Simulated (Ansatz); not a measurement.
Zr₄F (I4/mmm)

These are results of DFT PBE, scalar-relativistic, plane waves, PAW (Ansatz), not measurements.

Settings: cutoff 420 eV, Γ-centred mesh 10×10×10 on the computed 5-atom cell, Gaussian smearing of 0.10 eV; no spin polarisation.

The structure is relaxed at this level of theory with its symmetry kept, and needn't be the ground state of this composition.

Space group I4/mmm (No. 139). a = 6.172 Å, b = 6.172 Å, c = 5.915 Å, α = 90.00°, β = 90.00°, γ = 90.00°
```csv
atom,site,symmetry,x,y,z
Zr,8h,m.2m,0.2456,0.2456,0.0000
F,2b,4/mmm,0.0000,0.0000,0.5000
```

```json
{
 "Space group": "I4/mmm (No. 139)",
 "Volume per atom": "22.53 Å³",
 "Formation energy from the elements' standard states (uncorrected)": "+0.077 eV/atom",
 "Kohn–Sham band gap": "none (metal)",
 "Density of states at the Fermi level": "8.6 states/eV per cell",
 "Orbital (Löwdin) character within 0.5 eV of the Fermi level": "Zr 4d 89 %",
 "Bader charge by site (e)": "Zr (4 in the cell) 0.22, F (1 in the cell) -0.90"
}
```

Spin polarisation was left out, and a magnetic state may lie lower.

The cell was found from a structure generator's guess, not taken from experiment. Löwdin shares on free-atom orbitals overweight diffuse shells.
